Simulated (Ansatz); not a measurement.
ZnS (wurtzite, P6_3mc), a = b = 3.782 Å, c = 6.208 Å, α = β = 90.00°, γ = 120.00°.

Relaxed with PBEsol.

Decompose the optical modes at the zone centre into irreducible representations, and say which are infrared and Raman allowed.

Point group 6mm: Γ_opt = A1 + 2B1 + E1 + 2E2. Infrared: A1, E1. Raman: A1, E1, E2.

Assign frequencies (DFPT, the program Ansatz at the PBEsol level (PAW); without the LO–TO term).

E2 69, B1 194, A1 276, E1 281, E2 287, B1 337 cm⁻¹.

Subscripts of B labels follow the axes of the standard setting.

The cell was relaxed with PBEsol under the symmetry of its start.

Potentials: the earlier of the program's two PAW sets. The files were generated under PBE; for other functionals the program regenerates the frozen cores, and for LDA and PBEsol the local potential too.
